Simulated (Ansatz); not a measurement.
What settings do to one calculation: In started on a Mg site next to In started on a Mg site in rocksalt MgO, 16 atoms, charge 0

Ansatz (PAW, plane waves), atoms fixed. The base input:

```yaml
crystal:
  lattice:
    - [8.428808, 0.000000, 0.000000]
    - [0.000000, 4.214404, 0.000000]
    - [0.000000, 0.000000, 4.214404]
  atoms:
    - { symbol: O, position: [0.245559, 0.001287, 0.988668] }
    - { symbol: O, position: [0.754183, 0.001743, 0.988226] }
    - { symbol: O, position: [0.998644, 0.497234, 0.014649] }
    - { symbol: O, position: [0.490809, 0.494811, 0.003953] }
    - { symbol: O, position: [0.007136, 0.011708, 0.492492] }
    - { symbol: O, position: [0.495097, 0.999438, 0.479598] }
    - { symbol: O, position: [0.250003, 0.501579, 0.502824] }
    - { symbol: O, position: [0.758764, 0.483994, 0.520275] }
    - { symbol: Mg, position: [0.996970, 0.016320, 0.968006] }
    - { symbol: Mg, position: [0.234210, 0.485849, 0.005337] }
    - { symbol: Mg, position: [0.753682, 0.545226, 0.988869] }
    - { symbol: Mg, position: [0.236135, 0.994664, 0.491336] }
    - { symbol: Mg, position: [0.743167, 0.011529, 0.498528] }
    - { symbol: Mg, position: [0.002271, 0.527795, 0.512271] }
    - { symbol: In, position: [0.496372, 0.014649, 0.015872] }
    - { symbol: In, position: [0.491235, 0.527268, 0.521717] }
kpoints:
  mp_grid: { grid: [2, 2, 2], shift: [0.5, 0.5, 0.5] }
hamiltonian:
  xc: pbesol
scf:
  occupations: { method: fermi_dirac, width: 0.01 }
output:
  forces: true
  eigenvalues: true
  stress: true
  populations: true
```

Command:

```sh
ansatz run in.yaml --threads 8 --pin off --max-ram 13300MiB --runs-dir r --events-out ev --progress --plain
```

It converged in 7 iterations and 0.8 s of wall time on a shared host; largest force component 3.32 eV/Å, pressure 37.38 GPa. The cutoff was the default, 420 eV. The base isn't a converged reference: it has few k points, and its atoms are unrelaxed. Each run below changes the keys shown and caps the iterations.

```tsv
run	changed	ending	iterations	free energy less the base (meV per atom)	rms change of forces (eV/Å)	change of pressure (GPa)	wall time (s, shared host)
1	xc lda, max_iter 100	converged	7	other zero	0.094	-6.78	0.8 CPU
2	dr2_threshold 0.001, max_iter 50	converged	6	0.0	0.000	0.00	0.6 CPU
3	dr2_threshold 0.0001, max_iter 50	converged	6	0.0	0.000	0.00	0.8 CPU
4	mixing beta 1.0, xc revpbe, max_iter 100, total_charge 6	converged	25	other zero	1.154	31.47	1.5 CPU
5	width 2.0 eV, max_iter 90	converged	9	-809.3	0.389	17.33	1.1 CPU
6	mixing algorithm broyden, ecutwfc 350 eV, max_iter 80	converged	8	43.8	0.016	-0.08	0.8 CPU
```

«Other zero»: another functional, charge or dispersion term moves the zero of energy, so the difference says nothing of accuracy.

Q: Which changes leave the result alone, and which of the same physical model moves the forces most?

A: The forces move by under 0.002 eV/Å in runs 2, 3. Run 5 (width 2.0 eV, max_iter 90) moves them most among the runs with the same functional, charge and dispersion term, by 0.389 eV/Å.
